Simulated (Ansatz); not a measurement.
Data:

PtAu:
```
CELL_PARAMETERS angstrom
      1.39143     0.80334     4.65058
     -1.39143     0.80334     4.65058
      0.00000    -1.60668     4.65058
ATOMIC_POSITIONS crystal
  Pt 0.50000 0.50000 0.50000
  Au 0.00000 0.00000 0.00000
```

This is the LDA-relaxed structure.

Problem. All from plane-wave PAW LDA (Ansatz code), unless another level is named. Give the formation energy from the elements (no fitted shifts).

Solution. 0.024 eV/atom.

Problem. Predict the density of states at the Fermi level.

Solution. 0.52 states/eV per atom (mean over ±0.08 eV).

Space group R-3m. The first step of the workflow began from a Materials Project structure, measured or hypothetical; the Crystallography Open Database copy checked does not list it. With Pt and Au taken as one species the cell has the higher symmetry Fm-3m, so it may be an ordered model of a mixed-site phase. Its standing as an ambient phase is unchecked. The LDA relaxation kept the symmetry of its start; its stability against distortions is not shown here. The run is not spin-polarised. The references are the lowest solids computed at this level, not always the standard phases. Scalar-relativistic: spin–orbit coupling is off unless named, which matters more the heavier the elements.

Potentials: the later of the program's two PAW sets.
